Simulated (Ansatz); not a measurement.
Nb (bcc, W type), conventional cell a = b = c = 3.3096 Å, α = β = γ = 90.00°. The calculation uses the primitive cell of 1 atom, to which meshes and values per cell refer.

Equation-of-state scan: isotropic scaling of the cell above, V₀ being its volume. Symmetry pins the atoms to their sites.

Method: PBE (plane waves to 420 eV, PAW, scalar-relativistic; Ansatz, an electronic-structure program). k mesh 20×20×20 (Γ-centred), Fermi-Dirac smearing 0.05 eV. The energy includes the smearing's −TS. Nb is run without spin polarisation. Nb was relaxed with its symmetry unable to fall. The PAW data are Ansatz's earlier set. The zero of ΔE is the relaxed starting cell. The last digit holds for this mesh only.

| V (Å³/atom) | ΔE (meV/atom) |
|---|---|
| 16.313 | 113.7 |
| 16.675 | 70.2 |
| 17.038 | 38.2 |
| 17.400 | 16.4 |
| 17.763 | 4.0 |
| 18.125 | 0.0 |
| 18.488 | 3.7 |
| 18.850 | 14.4 |
| 19.213 | 31.5 |
| 19.575 | 54.3 |
| 19.938 | 82.4 |

Q: What is the fitted pressure derivative B₀′?

A: 3.8.

Q: What bulk modulus B₀ follows from a third-order Birch-Murnaghan fit?

A: 170 GPa. Check by three points about V = 18.125 Å³/atom, step 0.725: d²E/dV² ≈ (16 − 2·0 + 14) meV / 0.725² = 0.0571 eV/Å⁶, and V·d²E/dV² × 160.2 = 166 GPa.

(A scan under strain: stresses follow from slopes of the energy per volume, elastic moduli from its curvatures.)
